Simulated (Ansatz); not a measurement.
SrCl2 built on the CdCl2 prototype (it has left that coordination), relaxed with r2SCAN+rVV10: 8 runs in Ansatz, each a construction of maximally localised Wannier functions. Space group Fm-3m (No. 225), cubic; conventional cell a = 6.951 Å, 27.98 Å³ an atom. Around Sr lie 8 Cl at 3.01 Å; around Cl lie 4 Sr at 3.01 Å. Spin-unpolarised throughout. Whether this structure exists isn't addressed.

```
Sr Cl
1.0
     2.45672    1.41839    4.01532
    -2.45672    1.41839    4.01532
     0.00000   -2.83678    4.01532
Sr Cl
1 2
Direct
  0.00000 0.00000 0.00000
  0.24995 0.24995 0.24995
  0.75005 0.75005 0.75005
```

Windows count from the top of the filled bands; a dash means that no such window was set (without an outer window there is no disentanglement). Rows marked drawn have settings drawn at random (some not listed).

```json
{"functional": "PBE", "SCF mesh": "6×6×6", "trial orbitals": "Cl s, Cl p", "functions": "8", "mesh": "4×4×4", "window (eV)": "–", "frozen (eV)": "–", "settings": "chosen", "Ω total (Å²)": "9.79", "Ω invariant (Å²)": "8.43", "largest spread (Å²)": "1.22", "least projectability": "0.87", "interpolation miss of the model's filled bands (eV, to the nearest computed level)": "0.010"}
{"functional": "PBE", "SCF mesh": "6×6×6", "trial orbitals": "Cl s, Cl p", "functions": "8", "mesh": "6×6×6", "window (eV)": "–", "frozen (eV)": "–", "settings": "chosen", "Ω total (Å²)": "10.15", "Ω invariant (Å²)": "8.76", "largest spread (Å²)": "1.27", "least projectability": "0.87", "interpolation miss of the model's filled bands (eV, to the nearest computed level)": "0.001"}
{"functional": "PBE", "SCF mesh": "6×6×6", "trial orbitals": "Cl p", "functions": "6", "mesh": "4×4×4", "window (eV)": "–", "frozen (eV)": "–", "settings": "chosen", "Ω total (Å²)": "8.59", "Ω invariant (Å²)": "8.54", "largest spread (Å²)": "1.43", "least projectability": "0.96", "interpolation miss of the model's filled bands (eV, to the nearest computed level)": "0.011"}
{"functional": "r2SCAN", "SCF mesh": "6×6×6", "trial orbitals": "Cl s, Cl p", "functions": "8", "mesh": "4×4×4", "window (eV)": "–", "frozen (eV)": "–", "settings": "chosen", "Ω total (Å²)": "9.93", "Ω invariant (Å²)": "8.54", "largest spread (Å²)": "1.24", "least projectability": "0.84", "interpolation miss of the model's filled bands (eV, to the nearest computed level)": "0.009"}
{"functional": "r2SCAN", "SCF mesh": "6×6×6", "trial orbitals": "Cl p", "functions": "6", "mesh": "4×4×4", "window (eV)": "–", "frozen (eV)": "–", "settings": "chosen", "Ω total (Å²)": "8.42", "Ω invariant (Å²)": "8.38", "largest spread (Å²)": "1.40", "least projectability": "0.97", "interpolation miss of the model's filled bands (eV, to the nearest computed level)": "0.010"}
{"functional": "HSE06", "SCF mesh": "4×4×4", "trial orbitals": "Cl s, Cl p", "functions": "8", "mesh": "4×4×4", "window (eV)": "–", "frozen (eV)": "–", "settings": "chosen", "Ω total (Å²)": "10.42", "Ω invariant (Å²)": "9.05", "largest spread (Å²)": "1.30", "least projectability": "0.80", "interpolation miss of the model's filled bands (eV, to the nearest computed level)": "–"}
{"functional": "PBE", "SCF mesh": "6×6×6", "trial orbitals": "Cl p (plain search)", "functions": "6", "mesh": "4×4×4", "window (eV)": "–", "frozen (eV)": "–", "settings": "drawn", "Ω total (Å²)": "8.59", "Ω invariant (Å²)": "8.54", "largest spread (Å²)": "1.43", "least projectability": "0.96", "interpolation miss of the model's filled bands (eV, to the nearest computed level)": "0.011"}
{"functional": "PBE", "SCF mesh": "6×6×6", "trial orbitals": "Cl s, Cl p (plain search)", "functions": "8", "mesh": "4×4×4", "window (eV)": "–", "frozen (eV)": "–", "settings": "drawn", "Ω total (Å²)": "9.79", "Ω invariant (Å²)": "8.43", "largest spread (Å²)": "1.22", "least projectability": "0.87", "interpolation miss of the model's filled bands (eV, to the nearest computed level)": "0.010"}
```

A dash in the last column means that the miss wasn't evaluated.

For Cl s, Cl p with PBE the spread goes 9.79 Å² (4×4×4), 10.15 Å² (6×6×6): finite differences on a coarse mesh understate it.

The runs are scalar-relativistic, without spin-orbit coupling.
